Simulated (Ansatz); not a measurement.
**What internal relaxation does to the elastic constants of Ag₂ClF**

Method: DFT PBE+D3(BJ), scalar-relativistic, plane waves, PAW (Ansatz 0.2.0). Plane waves to 420 eV; Γ-centred k mesh 12×12×12; Fermi-Dirac smearing of 0.15 eV. No spin polarisation.

The cell, relaxed at this level:
```
Ag Cl F
1.0
     1.95443    1.12839    5.25131
    -1.95443    1.12839    5.25131
     0.00000   -2.25678    5.25131
Ag Cl F
2 1 1
Direct
  0.26421 0.26421 0.26421
  0.73579 0.73579 0.73579
  0.50000 0.50000 0.50000
  0.00000 0.00000 0.00000
```

The cell was built by swapping an element in a database structure (itself possibly hypothetical) and relaxing; it need not be the stable form of this composition. In a metal, frequencies and elastic constants depend on the k mesh and the smearing, soft modes and shear constants most. A semilocal functional can close a gap that the real compound has.

Clamped-ion constants (GPa, Voigt order; atoms follow the strain homogeneously):
C11 = 81.3, C12 = 68.9, C13 = 52.2, C14 = 3.1, C22 = 81.3, C23 = 52.2, C24 = -3.1, C33 = 47.1, C44 = 12.4, C55 = 12.4, C56 = 3.1, C66 = 6.2 GPa; the others vanish.

**Question.** What are the constants once the atoms relax in each strained cell?

**Answer.**
C11 = 81.0, C12 = 68.7, C13 = 52.7, C14 = 3.0, C22 = 81.0, C23 = 52.7, C24 = -3.0, C33 = 45.8, C44 = 12.3, C55 = 12.3, C56 = 3.0, C66 = 6.2 GPa; the others vanish.
The Voigt shear modulus goes from 8.7 to 8.4 GPa and the Voigt bulk modulus doesn't change. Relaxation subtracts ΛᵀK⁻¹Λ/V, with Λ the forces that a strain puts on the atoms and K the zone-centre force constants. At a stable cell this can only lower the diagonal constants, and it acts only for strains that share their symmetry with an optical mode; elsewhere, and where the coupling is weak, the constants hardly move.

The bands only touch here, so at this level the crystal is a zero-gap semiconductor or semimetal, not an ordinary metal; spin–orbit coupling, left out, can open or move such a gap.